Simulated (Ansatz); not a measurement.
# Ti$_{2}$O: zone-centre modes under pressure

Ti$_{2}$O, P-3m1, a = 2.953 Å, c = 4.729 Å. The structure is a COD entry; whether it is the stable form wasn't checked. Ansatz: PBEsol, PAW, 420 eV, Γ-centred 18×18×10 mesh on 3 atoms, Fermi-Dirac smearing 0.15 eV; no spin polarisation. Cell and atoms are relaxed at each pressure with the symmetry kept; optical modes at Γ by linear response, in cm⁻¹, matched by rank (the highest 3 distinct ones).

```tsv
P (GPa)	V (Å³/atom)	ω1	ω2	ω3
0	11.907	298.2	443.8	503.6
2	11.788	304.2	451.5	512.5
6	11.568	?	?	?
```

Task: Get each mode's Grüneisen parameter γ = −d ln ω/d ln V from the other rows and predict the missing frequencies.

Result: ln(V/V0) = 0.0000, -0.0100, -0.0289; a line through ln(ω/ω0) of the 2 known rows gives ω1: γ = 1.992, predicted 315.9, computed 315.6; ω2: γ = 1.720, predicted 466.4, computed 466.0; ω3: γ = 1.752, predicted 529.8, computed 529.3. The worst miss is 0.1 %, or 2 % of the shift under pressure, so a constant γ serves at that level. In a metal these frequencies hang on the mesh and smearing.

Spin polarisation was left out, and a magnetic state may lie lower.